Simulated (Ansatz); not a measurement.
## SrAl₂H₂: moving Sr off its site

SrAl₂H₂, P-3m1, a = 4.525 Å, c = 4.721 Å (as given, not relaxed at this level: -1.3 GPa, forces to 0.20 eV/Å). The structure is a COD entry; whether it is the stable form wasn't checked. Ansatz: PBEsol, PAW, 420 eV, Γ-centred 12×12×10 mesh on 5 atoms, Gaussian smearing 0.15 eV; no spin polarisation.

```yaml
crystal:
  lattice:
    - [4.52530, 0.00000, 0.00000]
    - [-2.26265, 3.91902, 0.00000]
    - [0.00000, 0.00000, 4.72140]
  atoms:
    - { symbol: Sr, position: [0.00000, 0.00000, 0.00000] }
    - { symbol: Al, position: [0.33333, 0.66667, 0.45890] }
    - { symbol: Al, position: [0.66667, 0.33333, 0.54110] }
    - { symbol: H, position: [0.33333, 0.66667, 0.09760] }
    - { symbol: H, position: [0.66667, 0.33333, 0.90240] }
```

Atom 1 (Sr) moves by x along the unit vector (0.000, 0.000, 1.000), with its periodic images; all else is held. y is the free energy of the cell over the start, F the force along the path summed over the moved atoms. Symmetry makes y even in x.

| x (Å) | y (meV) | F (eV/Å) |
| --- | --- | --- |
| -0.1000 | ? | ? |
| -0.0500 | 2.82 | 0.11 |
| 0.0000 | 0.00 | 0.00 |
| 0.0125 | 0.18 | -0.03 |
| 0.0250 | 0.70 | -0.06 |
| 0.0375 | 1.58 | -0.08 |
| 0.0625 | 4.40 | -0.14 |
| 0.0750 | 6.35 | -0.17 |
| 0.0875 | 8.64 | -0.20 |

Problem. Fit y = c2 x² + c4 x⁴ to the energies of the other rows, give the force constant, and predict energy and force of the missing row.

Solution. Least squares on the rows shown. y = 1126 x² + 384.8 x⁴. The force constant is 2 c2 = 2.25 eV/Å² (for all images moving together, not for a lone atom). The force −dy/dx at the missing row is 0.23 eV/Å (computed 0.23). At x = -0.1000 the fit asked for gives 11.30 meV. The run gave 11.30 meV, the same to the digits shown.